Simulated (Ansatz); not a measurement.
Rh (fcc, Cu type)

```
Rh
1.0
    0.00000     1.90000     1.90000
    1.90000     0.00000     1.90000
    1.90000     1.90000     0.00000
Rh
1
Direct
  0.00000   0.00000   0.00000
```

Grid over V/V₀ and (c/a)/(c/a)₀, subscript 0 meaning the relaxed cell; the conventional c axis lies along z; no internal relaxation.

These are r2SCAN (plane waves to 500 eV, PAW, scalar-relativistic; Ansatz, a program for electronic structure) values and carry that method's errors. k mesh 21×21×21 (Γ-centred), Fermi-Dirac smearing 0.05 eV. Compression counts positive. With partly filled bands, the response to shear is sensitive to the k mesh, so small differences along c/a are uncertain. Rh is run without spin polarisation. Rh was relaxed with its symmetry unable to fall.

At one point of the scan the stress tensor (GPa) is:

```
    0.1      0.0      0.0
    0.0      0.1      0.0
    0.0      0.0    -18.2
```

Problem. Which point is it?
A) V/V₀ = 1.080, (c/a)/(c/a)₀ = 1.120
B) V/V₀ = 1.053, (c/a)/(c/a)₀ = 1.040
C) V/V₀ = 1.027, (c/a)/(c/a)₀ = 1.080
D) V/V₀ = 1.000, (c/a)/(c/a)₀ = 1.120

Solution. C, V/V₀ = 1.027, (c/a)/(c/a)₀ = 1.080

(Under strain, the slope of the energy per volume gives the stress and its curvature an elastic modulus.)
